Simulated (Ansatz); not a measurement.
TiB$_{2}$: energy along a strain

TiB$_{2}$, P6/mmm, a = 3.032 Å, c = 3.224 Å. The structure is a COD entry; whether it is the stable form wasn't checked. Ansatz: PBE, PAW, 420 eV, Γ-centred 18×18×14 mesh on 3 atoms, Gaussian smearing 0.15 eV; no spin polarisation. Cell vectors (Å): 3.032 0.000 0.000; -1.516 2.626 0.000; 0.000 0.000 3.224. The cell is strained by x per cent times the pattern (0 1 0 0 0 0) in the order xx yy zz yz xz xy (engineering shears), with fractional coordinates held. y is the free energy over the start, V0 = 8.555 Å³/atom.

```tsv
x (%)	y (meV/atom)
-2.00	?
-1.50	4.11
-1.00	1.82
-0.50	0.46
0.00	0.00
0.50	0.42
1.00	1.68
1.50	3.77
1.75	5.11
2.00	6.65
```

Fit y = c1 x + c2 x² + c3 x³ to the other rows, get the stiffness along the pattern, and predict the missing energy.

Least squares on the rows shown. y = −0.03303 x + 1.751 x² − 0.03595 x³. The clamped-ion stiffness p·C·p = 2 × 17.51 eV × 160.2 / 8.555 Å³ = 656 GPa, which is C22 in these axes; c1 is there for the stress left in the start, which by itself gives a slope of -0.03 meV/atom per %. At x = -2.00 the fit asked for gives 7.36 meV/atom. The run gave 7.37 meV/atom, so the fit is 0.01 meV/atom too low, a small miss on the scale of the series.

Cost: 10 runs of about 3.7 core-minutes in all, on Arm Neoverse N1 (shared hosts).